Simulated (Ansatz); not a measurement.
Elastic constants of AlNi (Pm-3m) under pressure

```
CELL_PARAMETERS angstrom
2.86196 0.00000 0.00000
0.00000 2.86196 0.00000
0.00000 0.00000 2.86196
ATOMIC_POSITIONS crystal
Al 0.00000 0.00000 0.00000
Ni 0.50000 0.50000 0.50000
```

This is the zero-pressure cell. At each pressure cell and atoms are relaxed in this structure, and the constants are slopes of the stress at strains of ±0.005 with relaxed ions (the coefficients that govern stability under load). Level: PBEsol, PAW on Ansatz 0.2.0's default frozen-core files (fitted under PBE), scalar-relativistic; k mesh 16×16×16, strains of ±0.005, Fermi-Dirac smearing of 0.050 eV, cutoff 420 eV. P is the pressure of the relaxed cell, less that of this one.

| P (GPa) | V/V₀ | C11 (GPa) | C12 (GPa) | C44 (GPa) |
| --- | --- | --- | --- | --- |
| 0.00 | 1.0000 | 234.4 | 142.7 | 125.9 |
| 0.96 | ? | ? | ? | ? |
| 1.97 | 0.9889 | 245.9 | 149.8 | 130.5 |
| 3.96 | 0.9785 | 257.2 | 156.8 | 135.0 |
| 6.95 | 0.9637 | 273.9 | 167.3 | 141.6 |
| 9.95 | 0.9499 | 290.3 | 177.7 | 148.0 |
| 14.93 | 0.9292 | 316.7 | 194.7 | 158.4 |

**Question.** Does the bulk modulus from the constants agree with the pressure-volume curve?

**Answer.** A third-order Birch-Murnaghan fit to the volumes shown (F against f, f = [(V₀/V)^(2/3) − 1]/2) gives B₀ = 173.3 GPa and B′ = 4.3. Its −V dP/dV stands beside (C11 + 2C12)/3:

```csv
P (GPa),from P(V),from the constants
0.00,173.3,173.3
1.97,181.8,181.8
3.96,190.2,190.3
6.95,202.8,202.8
9.95,215.2,215.2
14.93,235.5,235.4
```

**Question.** What are the pressure derivatives at zero pressure?

**Answer.** Slopes at V₀ of quadratic fits in −ln(V/V₀) through the first four rows shown, divided by B₀: dC11/dP = 5.9, dC12/dP = 3.6, dC44/dP = 2.3. The mean slopes up to 4.0 GPa are 5.8, 3.6, 2.3; curvature and scatter of the constants part the two. The combination (dC11/dP + 2 dC12/dP)/3 = 4.3 stands against B′.

**Question.** Fill the row at 0.96 GPa.

**Answer.** Cubic fits in −ln(V/V₀) through all rows shown give C11 = 240.0, C12 = 146.2, C44 = 128.2 GPa. Computed: V/V₀ = 0.9945, C11 (GPa) = 240.0, C12 (GPa) = 146.2, C44 (GPa) = 128.2.

**Question.** Does a shear stiffness soften?

**Answer.** C44 goes from 125.9 to 158.4 GPa; (C11 − C12)/2 goes from 45.8 to 61.0 GPa. Neither ends more than 3 % under its start, and the lattice stays mechanically stable over this range.

Keep in mind: no other phase was computed; many crystals of this kind change structure within this range, and rows or crossings beyond such a change describe a metastable lattice; frozen-core PAW files fitted under PBE, their cores solved anew for the functional of the run; responses of metals move with mesh and smearing; phonons weren't checked at these pressures.
